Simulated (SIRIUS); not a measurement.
Input and output of a self-consistent single point for AlRu (Pm-3m, 2 atoms in the cell; from Materials Project mp-542569, changed as shown) (SIRIUS).

All values come from this method and carry its errors: PBE, GBRV PBE ultrasoft pseudopotentials (plane waves; SIRIUS).

The change in words: lattice scaled by 0.98. Reference geometry (Pm-3m):
```
AlRu
1.0
    2.98250     0.00000     0.00000
    0.00000     2.98250     0.00000
    0.00000     0.00000     2.98250
Al Ru
1 1
Direct
  0.00000   0.00000   0.00000
  0.50000   0.50000   0.50000
```

Reference input (self-consistent single point, DFT, PBE, plane waves, GBRV PBE ultrasoft pseudopotentials): parameters.ngridk = 8 8 8; parameters.xc_functionals = [XC_GGA_X_PBE, XC_GGA_C_PBE]; parameters.gk_cutoff = 6.325 1/bohr; parameters.pw_cutoff = 14.143 1/bohr; parameters.smearing = fermi_dirac; parameters.smearing_width = 0.00499791 Ha; potentials = GBRV PBE ultrasoft pseudopotentials; parameters.electronic_structure_method = pseudopotential; parameters.num_bands = 14; parameters.num_mag_dims = 0; parameters.num_dft_iter = 100; parameters.energy_tol = 1e-07 Ha. This run's input differs from it in these lines:

```diff
@@ -32,7 +32,7 @@
     "lattice_vectors": [
-      [1.0000000296, 0.0, 0.0],
-      [0.0, 1.0000000296, 0.0],
-      [0.0, 0.0, 1.0000000296]
+      [1.0000000006, 0.0, 0.0],
+      [0.0, 1.0000000006, 0.0],
+      [0.0, 0.0, 1.0000000006]
     ],
-    "lattice_vectors_scale": 5.636108,
+    "lattice_vectors_scale": 5.523386,
     "atom_coordinate_units": "A",
@@ -48,3 +48,3 @@
       "Ru": [
-        [1.49125, 1.49125, 1.49125]
+        [1.461425, 1.461425, 1.461425]
       ]
```

Output, abridged:

```
[find] density tolerance         : 1e-06
[find] total energy tolerance    : 1e-07
[find] iter_solver_tol (initial) : 0.01
[find] iter_solver_tol (target)  : 1e-13
[find] num_dft_iter              : 100
Charges and magnetic moments
--------------------------------------------------------------------------------
total charge          : 19.000000
[find] | SCF iteration   0 out of 100|
[diagonalize] iterative solver tolerance (occupied, empty): 0.01 0.01
[diagonalize] average number of iterations: 3.14286
[find] Charges and magnetic moments
[find] total charge          : 19.000000
[find] Energy
   [... lines left out ...]

[find] Charges and magnetic moments
[find] total charge          : 19.000000
[find] Energy
[find] smearing (-TS)                 :      -0.00372736
[find] Total energy                   :    -100.52160702 (Ha),    -201.04321403 (Ry)
[find] Free energy (E-TS)             :    -100.52533438 (Ha),    -201.05066876 (Ry)
[find] band gap (eV)                  :       0.00000000
[find] Efermi                         :       0.64965229
[find] iteration : 21, RMS (target) : 3.2223e-07 (1.0000e-06) , energy difference (target) : 7.6113e-11 (1.0000e-07)
[find] bands are converged : true
[find] iterative solver converged : false
[find] converged after 22 SCF iterations!
[find] Charges and magnetic moments
[find] total charge          : 19.000000
[find] Energy
[find] smearing (-TS)                 :      -0.00372736
[find] Total energy                   :    -100.52160702 (Ha),    -201.04321403 (Ry)
[find] Free energy (E-TS)             :    -100.52533438 (Ha),    -201.05066876 (Ry)
[find] band gap (eV)                  :       0.00000000
[find] Efermi                         :       0.64965229
[ground_state] === stress tensor components [kbar] ===
[ground_state] === stress_total ===
[ground_state]  -207.260376    0.000000    0.000000
[ground_state]     0.000000 -207.260376   -0.000000
[ground_state]     0.000000   -0.000000 -207.260376
[ground_state] ==== total Forces in Ha/bohr =====
[ground_state] atom:    0, force:       0.0000000      0.0000000      0.0000000
[ground_state] atom:    1, force:       0.0000000      0.0000000      0.0000000
```

The run converged in 22 iterations. SIRIUS prints the stress tensor with tension positive. Against the reference run the free energy rises by 61.5 meV/atom and the pressure goes from 5.27 to 20.73 GPa.

The structure comes from a collection of computed structures, made at another level of theory; the collection holds predicted forms beside known ones. No clean gap shows at this smearing width and mesh (spacing up to 0.27 Å⁻¹); the mesh is coarse for partly filled bands, so the values carry mesh errors. At this pressure the cell is far from its equilibrium volume at this level.
